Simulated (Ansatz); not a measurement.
# Bi₂Te₃ — electric field gradients

The cell is a computed structure from the Materials Project (it need not be an observed phase), atoms as given.

```
CELL_PARAMETERS angstrom
2.20907 1.27540 10.75243
-2.20907 1.27540 10.75243
0.00000 -2.55081 10.75243
ATOMIC_POSITIONS crystal
Bi 0.60317 0.60317 0.60317
Bi 0.39683 0.39683 0.39683
Te 0.78319 0.78319 0.78319
Te 0.00000 0.00000 0.00000
Te 0.21681 0.21681 0.21681
```

Atoms are numbered from 1 in the order listed; like atoms form one site, named after its first atom.

All values are calculated (Ansatz; DFT, r2SCAN, plane waves and PAW, scalar-relativistic, 500 eV cutoff, Γ-centred 9×9×9 k-points, Fermi–Dirac smearing 0.01 eV), not measured.

C_Q = eQV_zz/h, which is 24.18 MHz for Q = 1 b and V_zz = 10²¹ V/m²; η = (V_xx − V_yy)/V_zz. ν_Q = 3|C_Q|/[2I(2I − 1)].

²⁰⁹Bi: I = 9/2, Q = -516.0 mb. Q values from Pyykkö, Mol. Phys. 116, 1328 (2018).

(1) Give the quadrupolar parameters of the distinct sites.

Results:

(1) 

| site | atoms (order as listed) | first shell | C_Q (MHz) | η | ν_Q (MHz) |
| --- | --- | --- | --- | --- | --- |
| Bi | 1, 2 | 6 Te at 3.07–3.27 Å | -26.9 | 0.00 | 1.12 |

An axis of threefold or higher order runs through Bi, so V_zz lies along it and η is zero.

Te has no stable isotope with a ground-state quadrupole moment in the table, so these sites are left out.

Spin–orbit coupling is left out, which shifts gradients on Bi by a few per cent in wide-gap crystals, and can shift them far more where the calculated gap is small or absent, as here. Newer work puts Q(²⁰⁹Bi) near −420 mb, which would lower these couplings by about a fifth.

The run took 3.7 min of wall time (3.6 min of CPU time) and 1.2 GiB at its peak, on 1 thread of Arm Neoverse N1 (aarch64; 36 cores open to the job, memory cap 3.0 GiB, no GPU), a shared host with a load of 0.9 a core.
